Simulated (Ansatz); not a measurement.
The start is a relaxed InP cell, doubled along one cell vector, shaken by Gaussian noise of σ = 0.08 Å a coordinate. A full variable-cell relaxation at zero pressure is run with PBE (plane waves to 420 eV, PAW, scalar-relativistic; Ansatz, a program for electronic structure). The first steps use a coarse 7×7×4 k-mesh.

The start:
```
InP
1.0
    0.00000     2.97946     2.97946
    2.97946     0.00000     2.97946
    5.95891     5.95891     0.00000
P In
2 2
Direct
  0.77037   0.72261   0.37731
  0.74822   0.78352   0.86163
  0.99039   0.01124   0.00348
  0.01035   0.00466   0.47232
```

```json
{
  "energy_released": "0.05 eV/atom",
  "relative_to_the_parent": "The parent structure is recovered, F-43m (No. 216)",
  "Shortest distances (start → end)": "The closest pairs of elements (up to four, under 3.6 Å), start → end: In–P 2.46 → 2.58 Å",
  "optimiser_moves": "3"
}
```

Relaxed structure:

```cif
data_In4P4
_chemical_formula_sum 'P4 In4'
_space_group_name_H-M_alt 'F-43m'
_space_group_IT_number 216
_space_group_name_Hall 'F -4 2 3'
_cell_length_a 5.95900
_cell_length_b 5.95900
_cell_length_c 5.95900
_cell_angle_alpha 90.000
_cell_angle_beta 90.000
_cell_angle_gamma 90.000
loop_
_atom_site_label
_atom_site_type_symbol
_atom_site_symmetry_multiplicity
_atom_site_Wyckoff_symbol
_atom_site_fract_x
_atom_site_fract_y
_atom_site_fract_z
_atom_site_occupancy
P1 P 4 a 0.00000 0.00000 0.00000 1
In1 In 4 c 0.25000 0.25000 0.25000 1
```
(The calculation used a cell of 2 atoms; values per cell refer to that cell.)

Final values are on a 10×10×10 k-mesh of the relaxed cell. No spin polarisation in the result.
